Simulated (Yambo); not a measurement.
Yambo run on SiC (2H, space group P6_3mc, No. 186). The wavefunctions come from this Quantum ESPRESSO step (PBEsol, PseudoDojo standard norm-conserving files, scalar-relativistic):

```
&CONTROL
  calculation = 'nscf'
  pseudo_dir = './pseudo'
  outdir = './out'
/
&SYSTEM
  ibrav = 0
  nat = 4
  ntyp = 2
  ecutwfc = 82.0
  ecutrho = 328.0
  occupations = 'fixed'
  force_symmorphic = .true.
  nbnd = 77
/
&ELECTRONS
  conv_thr = 4e-09
  diago_full_acc = .true.
  diago_thr_init = 1e-08
/
ATOMIC_SPECIES
C 12.0110 C.upf
Si 28.0850 Si.upf
CELL_PARAMETERS angstrom
  3.076150221453   0.000000000000   0.000000000000
 -1.538075110726   2.664024237635   0.000000000000
  0.000000000000   0.000000000000   5.048224246000
ATOMIC_POSITIONS crystal
C   0.333333333000   0.666666667000   0.875397853300
C   0.666666666333   0.333333333667   0.375397853300
Si   0.333333333000   0.666666667000   0.499602146700
Si   0.666666666333   0.333333333667   0.999602146700
K_POINTS automatic
6 6 4 0 0 0
```

Yambo input:

```
rim_cut
gw0
dyson
el_el_corr
HF_and_locXC
ppa
em1d
RandQpts= 1000000
RandGvec= 1 Ry
EXXRLvcs= 82 Ry
VXCRLvcs= 328 Ry
Chimod= "HARTREE"
% BndsRnXp
 1 | 76 |
%
NGsBlkXp= 8 Ry
% LongDrXp
 1.0 | 1.0 | 1.0 |
%
PPAPntXp= 27.2114 eV
% GbndRnge
 1 | 76 |
%
GTermKind= "BG"
DysSolver= "n"
ExtendOut
% QPkrange
 1 | 1 | 8 | 9 |
 3 | 3 | 8 | 9 |
 10 | 10 | 8 | 9 |
 12 | 12 | 8 | 9 |
 19 | 19 | 8 | 9 |
 21 | 21 | 8 | 9 |
%
```

k points by index: 1 = Γ, 3 = A, 10 = M, 12 = L, 19 = K, 21 = H.

Table of the .qp output:

```
#    K-point    Band    Eo [eV]    E [eV]    E-Eo [eV]    Vxc [eV]    Vnlxc [eV]    Sc|Eo [eV]    Sc|E [eV]    dSc/dw|Eo [eV]    Re(Z)    Im(Z)
#
    1    8    0.000000    -0.487352    -0.487352    -14.88112    -17.47861    1.987061    2.110140    -6.871105    0.798396    -0.001136
    1    9    4.728715    5.190398    0.461683    -12.19828    -7.067730    -4.560851    -4.668862    -6.364749    0.810437    -0.001101
    3    8    -0.716833    -1.287529    -0.570696    -14.56160    -17.47183    2.194063    2.339534    -6.935212    0.796897    -0.001156
    3    9    5.815839    6.278559    0.462720    -12.05880    -6.691655    -4.794428    -4.904423    -6.467042    0.807975    -0.001125
    10    8    -1.203187    -1.823626    -0.620439    -14.39191    -17.48935    2.317282    2.477002    -7.004107    0.795293    -0.001173
    10    9    2.655746    3.052455    0.396710    -10.70445    -6.133297    -4.089694    -4.174448    -5.812212    0.823997    -0.001034
    12    8    -2.350288    -3.047375    -0.697087    -13.92434    -17.33046    2.525687    2.709030    -7.156226    0.791773    -0.890728E-3
    12    9    3.172895    3.539649    0.366754    -11.05470    -6.432817    -4.173905    -4.255129    -6.024917    0.818723    -0.001068
    19    8    -3.874112    -4.668253    -0.794141    -13.09089    -17.04350    2.942874    3.158468    -7.386287    0.786507    -0.001323
    19    9    2.123045    2.472446    0.349401    -10.07395    -5.711278    -3.940293    -4.013269    -5.682021    0.827258    -0.001026
    21    8    -1.749702    -2.416920    -0.667218    -14.15686    -17.39403    2.396861    2.569956    -7.058460    0.794031    -0.001188
    21    9    4.988923    5.450221    0.461298    -11.49957    -6.386404    -4.547686    -4.651869    -6.144291    0.815793    -0.001076
```
(The two width columns are left out.) Convergence of these settings isn't established.

Geometry relaxed with PBEsol.
